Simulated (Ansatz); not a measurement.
BaTiO3 (tetragonal-perovskite type, space group P4mm)

```
CELL_PARAMETERS angstrom
      3.98546     0.00000     0.00000
      0.00000     3.98546     0.00000
      0.00000     0.00000     4.20133
ATOMIC_POSITIONS crystal
  Ti 0.50000 0.50000 0.45767
  Ba 0.00000 0.00000 0.94044
  O  0.50000 0.50000 0.88899
  O  0.50000 0.00000 0.40945
  O  0.00000 0.50000 0.40945
```

Equation-of-state scan: isotropic scaling of the cell above, V₀ being its volume. The atoms relax within the cell's symmetry.

Calculation: PBE (plane waves to 420 eV, PAW, scalar-relativistic; Ansatz, an electronic-structure program). k mesh 8×8×8 (Γ-centred), Fermi-Dirac smearing 0.05 eV. The energy includes the smearing's −TS. Stress and pressure are positive under compression. With the shape held, the modulus is that of even scaling; a crystal free to change shape is softer. BaTiO3 is run without spin polarisation. BaTiO3 was relaxed with its symmetry unable to fall. The zero of ΔE is the relaxed starting cell.

```csv
V (Å³/atom),ΔE (meV/atom)
12.012,withheld
12.346,34.5
12.679,14.5
13.013,3.5
13.347,0.0
13.680,3.1
14.014,11.7
14.348,25.2
14.681,42.6
```

**Question.** Fit a third-order Birch-Murnaghan form (E₀, V₀, B₀, B₀′ free) to the given rows and predict ΔE at V = 12.012.

**Answer.** Least squares on the 8 given rows: ΔE = E₀ + (9V₀B₀/16)·y²·[2 + (B₀′ − 4)y], y = (V₀/V)^(2/3) − 1, with V₀ = 13.347 Å³/atom, B₀ = 125.0 GPa (160.2 GPa = 1 eV/Å³; the term in eV is multiplied by 1000), B₀′ = 5.27, E₀ = 0.01 meV/atom; root-mean-square residual 0.03 meV/atom. At 12.012 the fit gives 64.9 meV/atom; the calculation gives 64.9 meV/atom, the same to the digits shown. For the pressure the fit gives 17.4 GPa against the computed 17.4 GPa.

(Under strain, the slope of the energy per volume gives the stress and its curvature an elastic modulus.)
